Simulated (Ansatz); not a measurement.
SrHfO3 (cubic perovskite)

```
CELL_PARAMETERS angstrom
      4.10580     0.00000     0.00000
      0.00000     4.10580     0.00000
      0.00000     0.00000     4.10580
ATOMIC_POSITIONS crystal
  Sr 0.50000 0.50000 0.50000
  Hf 0.00000 0.00000 0.00000
  O  0.00000 0.50000 0.00000
  O  0.50000 0.00000 0.00000
  O  0.00000 0.00000 0.50000
```

E(V) scan at fixed shape, V₀ the volume above. Symmetry pins the atoms to their sites.

Level of theory: PBEsol (plane waves to 420 eV, PAW, scalar-relativistic; Ansatz, an electronic-structure program). k mesh 8×8×8 (Γ-centred), Fermi-Dirac smearing 0.05 eV. The energy includes the smearing's −TS. Stress and pressure are positive under compression. Spin-orbit coupling is left out, though Hf is heavy. SrHfO3 is run without spin polarisation. SrHfO3 was relaxed with its symmetry unable to fall. ΔE is measured from the relaxed starting cell.

Problem. Estimate the ΔE (kJ/mol of atoms) and P (GPa) for V/V₀ = 0.840, 0.920, 1.040, 1.080, 1.160.

Solution. 
```csv
V/V₀,ΔE (kJ/mol of atoms),P (GPa)
0.840,24.82,43.4
0.920,5.29,17.1
1.040,1.06,-6.2
1.080,3.98,-11.1
1.160,14.00,-18.4
```

(A scan under strain: stresses follow from slopes of the energy per volume, elastic moduli from its curvatures.)
